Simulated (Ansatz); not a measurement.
Structure: Cs3CdBr5 (I4/mcm) from a database structure, at its r2SCAN minimum. It is tetragonal, I4/mcm (No. 140); conventional cell a = 9.633 Å, c = 15.981 Å, 41.19 Å³ an atom. Cs has 8 Br at 3.56–3.82 Å; Cs has 10 Br at 3.99–4.00 Å; Cd has 4 Br at 2.60 Å; Br has 1 Cd at 2.60 Å and 5 Cs at 3.56–3.99 Å; Br has 6 Cs at 3.64–4.00 Å.

```xyz
18
Lattice="-4.8165 4.8165 7.9905 4.8165 -4.8165 7.9905 4.8165 4.8165 -7.9905" Properties=species:S:1:pos:R:3 pbc="T T T"
Cs    6.3248    1.5084    0.0000
Cs   -1.5084    3.3081    7.9905
Cs    3.3081    1.5084    7.9905
Cs    1.5084    3.3081    0.0000
Cs    0.0000    0.0000   11.9858
Cs    0.0000    0.0000    3.9953
Cd    4.8165    0.0000    3.9953
Cd    0.0000    4.8165    3.9953
Br    1.4580    6.2744    2.4130
Br    3.3585   -1.4580   10.4035
Br    3.3585    1.4580    2.4130
Br    1.4580    3.3585   10.4035
Br    3.3585   -1.4580    5.5775
Br    1.4580    6.2744   -2.4130
Br    1.4580    3.3585    5.5775
Br    3.3585    1.4580   -2.4130
Br    0.0000    0.0000    0.0000
Br    0.0000    0.0000    7.9905
```

4 runs of the plane-wave code Ansatz on this cell differ in the functional (and in the settings that go with it). Levels are in eV from each run's valence top; v1 is the last filled band, c1 the first empty one.

Run A, mean stress +0.3 GPa (compression positive):
```tsv
point	v4	v3	v2	v1	c1	c2
Γ	-0.14	-0.07	-0.01	-0.01	4.31	5.30
X	-0.15	-0.08	-0.02	-0.01	5.01	5.08
P	-0.12	-0.12	-0.02	-0.02	5.03	5.03
```

Run B, mean stress +0.7 GPa (compression positive):
```tsv
point	v4	v3	v2	v1	c1	c2
Γ	-0.13	-0.07	-0.02	-0.02	3.13	3.98
X	-0.15	-0.08	-0.02	-0.01	3.74	3.80
P	-0.12	-0.12	-0.02	-0.02	3.76	3.76
```

Run C, mean stress 0.0 GPa (compression positive):
```tsv
point	v4	v3	v2	v1	c1	c2
Γ	-0.13	-0.06	-0.01	-0.01	3.68	4.54
X	-0.14	-0.08	-0.01	0.00	4.28	4.34
P	-0.11	-0.11	-0.01	-0.01	4.30	4.30
```

Run D, mean stress +0.3 GPa (compression positive):
```tsv
point	v4	v3	v2	v1	c1	c2
Γ	-0.14	-0.07	-0.01	-0.01	5.03	6.05
X	-0.15	-0.09	-0.03	-0.01	5.75	5.82
P	-0.12	-0.12	-0.02	-0.02	5.77	5.77
```

Task: Match the runs to PBE, r2SCAN, HSE06, PBE0.

Result: A is HSE06, B is PBE, C is r2SCAN, D is PBE0. In order of the gap: PBE 3.13, r2SCAN 3.68, HSE06 4.31, PBE0 5.03 eV.

Calculated for a static, non-magnetic cell.

Spin-orbit coupling is left out.

The stress of a hybrid is loosely converged in these runs.

The meshes of the hybrids are coarse, so their gaps aren't converged to the digits shown.
